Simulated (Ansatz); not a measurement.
Space group I4/mmm (No. 139). a = 3.265 Å, b = 3.265 Å, c = 11.711 Å, α = 90.00°, β = 90.00°, γ = 90.00°
```csv
atom,site,symmetry,x,y,z
Zr,4e,4mm,0.5000,0.5000,0.1387
Cu,2a,4/mmm,0.0000,0.0000,0.0000
H,4d,-4m2,0.0000,0.5000,0.2500
```

Equation of state of this Zr₂CuH₂ structure (not necessarily the ground state), with shape and atoms relaxed at each volume where symmetry leaves them free. It has no gap at any of these volumes. Theory: Ansatz 0.2.0, DFT r2SCAN, scalar-relativistic, plane waves, PAW.

Cutoff 500 eV; k points 16×16×16 on the computed 5-atom cell (Γ-centred); Gaussian smearing, width 0.10 eV; no spin polarisation.

```tsv
V (Å³/atom)	E − E(largest V) (meV/atom)	P (GPa)
11.739	3.63	9.20
12.113	-11.94	4.26
12.488	-16.78	0.00
12.862	-12.34	-3.68
13.237	0.00	-6.83
```

Problem. Fit a third-order Birch–Murnaghan equation to E(V).

Solution. V0 = 12.49 Å³/atom, B0 = 131 GPa, B0' = 4.0.

Cost: 5 runs of about 15 core-minutes in all, on Intel Xeon 6975P-C (Granite Rapids) (shared hosts).